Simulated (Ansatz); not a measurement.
# Two-dimensional strain map in P

These are results of DFT PBEsol, scalar-relativistic, plane waves, PAW (Ansatz), not measurements. The runs took a 420 eV cutoff, a Γ-centred 18×18×18 mesh and Gaussian smearing (0.15 eV). No spin polarisation. Energies are free energies at this smearing, counted from the undisturbed cell; pressure is positive in compression.

Reference structure (as given, not relaxed at this level; it stands at -0.8 GPa; this form isn't the usual structure):

```yaml
crystal:
  lattice:
    - [-1.69151, 2.51517, 1.85894]
    - [1.69151, -2.51517, 1.85894]
    - [1.69151, 2.51517, -1.85894]
  atoms:
    - { symbol: P, position: [0.80331, 0.05331, 0.75000] }
    - { symbol: P, position: [0.19669, 0.94669, 0.25000] }
```

The cell is strained by p along both x and y and by q along z, fractional coordinates fixed. Points are written (p, q).

Energy above the undisturbed cell in meV/atom (a dash: not computed):

```csv
p \ q,-0.080,-0.040,0.000,0.040,0.080
-0.080,331.7,237.1,176.1,?,132.5
-0.040,135.1,68.9,38.1,?,50.9
0.000,60.2,12.2,0.0,15.4,51.4
0.040,76.8,45.3,46.0,72.6,?
0.080,?,145.9,156.9,191.3,244.4
```

Task: Fill in the withheld energies.

Result: (-0.080, 0.040): 142.2; (-0.040, 0.040): 33.6; (0.040, 0.080): 119.6; (0.080, -0.080): 163.4.